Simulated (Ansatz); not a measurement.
Data:

Zr₂B:
```
Zr2B
1.0
    1.72998     0.99881     5.44881
   -1.72998     0.99881     5.44881
    0.00000    -1.99761     5.44881
Zr B
2 1
Direct
  0.74675   0.74675   0.74675
  0.25325   0.25325   0.25325
  0.00000   0.00000   0.00000
```

This is the r²SCAN-relaxed structure.

**Question.** All from the program Ansatz at the r²SCAN level (PAW), unless another level is named. Give the electronic character.

**Answer.** metallic (no gap).

**Question.** Predict the density of states at the Fermi level.

**Answer.** 1.1 states/eV per atom (mean over ±0.08 eV).

**Question.** And the formation energy from the elements (no fitted shifts)?

**Answer.** -0.36 eV/atom.

**Question.** Predict the gap with spin–orbit coupling.

**Answer.** none (metallic).

Space group R-3m. The start of the workflow was typed in or built on a structure type; neither database checked (COD, Materials Project) lists it. Whether it is the stable phase at ambient conditions was not checked. The cell was relaxed with r²SCAN under the symmetry of its start; its stability against distortions is not shown here. No spin polarisation was allowed. The volume moved by -17 % from the start of the relaxation. The references are the lowest solids computed at this level, not always the standard phases. Scalar-relativistic: spin–orbit coupling is off unless named, which matters more the heavier the elements.

Potentials: the earlier of the program's two PAW sets. The files were generated under PBE; for other functionals the program regenerates the frozen cores, and for LDA and PBEsol the local potential too.
